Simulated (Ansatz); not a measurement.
CrO2 (rutile) was relaxed and computed twice in Ansatz (plane waves, PAW), once with HSE06 and once with PBE.

|  | run 1 | run 2 |
|---|---|---|
| cell | a = 4.368 Å, b = 4.368 Å, c = 2.923 Å, α = 90.00°, β = 90.00°, γ = 90.00° | a = b = 4.444 Å, c = 2.922 Å, α = β = γ = 90.00° |
| spin order and moments (μB) | ferromagnetic; net 0.67 per atom; largest site about 2.2 | ferromagnetic; net 0.67 per atom; largest site about 2.1 |

**Question.** Which run used which functional?

**Answer.** Run 1 is HSE06, run 2 is PBE.

Spin orders computed, not proven ground states: CrO2, rutile with HSE06 ferromagnetic; CrO2, rutile with PBE ferromagnetic. All cells were relaxed under the symmetry of their starts (and spin orders); stability against distortions was not tested throughout. No Hubbard U is applied.

Potentials: the later of the program's two PAW sets.

Ansatz (a first-principles code) is a plane-wave DFT program.
